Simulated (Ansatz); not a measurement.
Rh (fcc, Cu type)

```xyz
1
Lattice="0.0000 1.9150 1.9150 1.9150 0.0000 1.9150 1.9150 1.9150 0.0000" Properties=species:S:1:pos:R:3 pbc="T T T"
Rh     0.0000     0.0000     0.0000
```

These are PBE (plane waves to 420 eV, PAW, scalar-relativistic; Ansatz, a first-principles code) values and carry that method's errors. DFPT wavenumbers on a 22×22×22 k mesh, in cm⁻¹ and rounded to 5; i marks imaginary ones, q is in fractions of the reciprocal vectors of the cell shown, and the three acoustic modes at Γ are left out. Rh is run without spin polarisation. Rh was relaxed with its symmetry unable to fall.

Q: Does any mode at L = (0.5, 0.0, 0.0), X = (0.5, 0.5, 0.0) come out imaginary?

A: No imaginary mode at these points (lowest 135 cm⁻¹ at L = (0.5, 0.0, 0.0)); other wave vectors were not tested.

Q: Predict the phonon wavenumbers at L = (0.5, 0.0, 0.0), X = (0.5, 0.5, 0.0).

A: 
```csv
q,wavenumbers (cm⁻¹)
"L = (0.5, 0.0, 0.0)","135 (×2), 235"
"X = (0.5, 0.5, 0.0)","180 (×2), 225"
```
